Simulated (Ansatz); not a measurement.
Relaxed-ion elastic tensor of SiMo3 (A15 (Cr3Si type), Pm-3n) in GPa (Voigt order), the program Ansatz at the LDA level (PAW); density 9.30 g/cm³, 14.11 Å³ per atom.

```
     1    2    3    4    5    6
-  ---  ---  ---  ---  ---  ---
1  520  159  159  0.0  0.0  0.0
2  159  520  159  0.0  0.0  0.0
3  159  159  520  0.0  0.0  0.0
4  0.0  0.0  0.0  122  0.0  0.0
5  0.0  0.0  0.0  0.0  122  0.0
6  0.0  0.0  0.0  0.0  0.0  122
```

Problem. Is the crystal mechanically stable?

Solution. Yes: the smallest eigenvalue of C is 122 GPa.

Problem. Work out the Voigt, Reuss and Hill averages.

Solution. K_V = 279, K_R = 279, K_H = 279; G_V = 145, G_R = 140, G_H = 143 GPa.

Problem. Give Young's modulus, Poisson's ratio, Pugh's ratio and the universal anisotropy index.

Solution. E = 9KG/(3K + G) = 366 GPa; ν = 0.28; K/G = 1.96 (ductile by the Pugh limit of 1.75); A_U = 5G_V/G_R + K_V/K_R − 6 = 0.19.

Problem. Estimate the sound speeds and the Debye temperature.

Solution. v_l = √((K + 4G/3)/ρ) = 7110 m/s, v_t = √(G/ρ) = 3920 m/s, mean 4360 m/s; Θ = (h/k)(3n/4πV)^(1/3) v_m = 538 K.

Problem. Give the Zener ratio and Young's modulus along [100], [110] and [111].

Solution. A = 2C44/(C11 − C12) = 0.67; 1/E = S11 − 2(S11 − S12 − S44/2)Γ with Γ = 0, 1/4, 1/3 gives 446, 343, 319 GPa.

Symmetry was held in the LDA relaxation. No spin polarisation was allowed. As this level gives no gap, shear constants depend on the k-mesh and smearing (Fermi–Dirac, 0.1 eV here).

Potentials: the later of the program's two PAW sets.
